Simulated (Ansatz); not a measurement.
Relaxed-ion elastic tensor of BN (zinc blende, F-43m) in GPa (Voigt order), the program Ansatz at the LDA level (PAW); density 3.59 g/cm³, 5.74 Å³ per atom.

```
824  191  191  0.0  0.0  0.0
191  824  191  0.0  0.0  0.0
191  191  824  0.0  0.0  0.0
0.0  0.0  0.0  475  0.0  0.0
0.0  0.0  0.0  0.0  475  0.0
0.0  0.0  0.0  0.0  0.0  475
```

Problem. Is the crystal mechanically stable?

Solution. Yes: the smallest eigenvalue of C is 475 GPa.

Problem. Work out the Voigt, Reuss and Hill averages.

Solution. K_V = 402, K_R = 402, K_H = 402; G_V = 412, G_R = 396, G_H = 404 GPa.

Problem. Give Young's modulus, Poisson's ratio, Pugh's ratio and the universal anisotropy index.

Solution. E = 9KG/(3K + G) = 907 GPa; ν = 0.12; K/G = 1.00 (brittle by the Pugh limit of 1.75); A_U = 5G_V/G_R + K_V/K_R − 6 = 0.20.

Problem. Estimate the sound speeds and the Debye temperature.

Solution. v_l = √((K + 4G/3)/ρ) = 16200 m/s, v_t = √(G/ρ) = 10600 m/s, mean 11600 m/s; Θ = (h/k)(3n/4πV)^(1/3) v_m = 1930 K.

Problem. Give the Zener ratio and Young's modulus along [100], [110] and [111].

Solution. A = 2C44/(C11 − C12) = 1.50; 1/E = S11 − 2(S11 − S12 − S44/2)Γ with Γ = 0, 1/4, 1/3 gives 752, 938, 1020 GPa.

The LDA relaxation kept the symmetry of its start; phonons on a q-mesh show no instability.

Potentials: the later of the program's two PAW sets.
